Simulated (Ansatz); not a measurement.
TiTe2: rattling a relaxed structure

The structure comes from a generated guess, relaxed at this level; another structure or a mixture of phases may lie lower.

All numbers below come from DFT PBE+D3(BJ), scalar-relativistic, plane waves, PAW in Ansatz. Cutoff 420 eV; k points 12×12×1 on the computed 6-atom cell (Γ-centred); Gaussian smearing, width 0.10 eV; no spin polarisation.

The cell below (6 atoms, layer group p-3m1 (No. 72)) is relaxed within its symmetry. This is a two-dimensional sheet: the third axis spans vacuum and isn't periodic.

```
Ti Te
1.0
     3.68506    0.00000    0.00000
    -1.84253    3.19136    0.00000
     0.00000    0.00000   43.64106
Ti Te
2 4
Direct
  0.00000 0.00000 0.20118
  0.00000 0.00000 0.34876
  0.66667 0.33333 0.24091
  0.33333 0.66667 0.16070
  0.33333 0.66667 0.30903
  0.66667 0.33333 0.38924
```

For the test a repeat of it with 12 atoms (edges 7.37, 3.69 Å) was strained at random (σ = 1.5 % a component), the atoms were moved at random (σ = 0.05 Å), and all was relaxed again on a coarse 6×6×1 mesh (in the run’s order of axes) with 0.20 eV smearing, with no symmetry imposed.

These runs have no spin–orbit coupling, which can matter for Te.

Task: Does it come back?

Result: It returns, within 1 meV/atom of the unmoved cell on that mesh and with the same symmetry when read at 0.1 Å (C2/m at 0.01 Å, so small strains and shifts remain). No instability shows in this cell; modes of other wave vectors, which need another repeat, aren't tested.
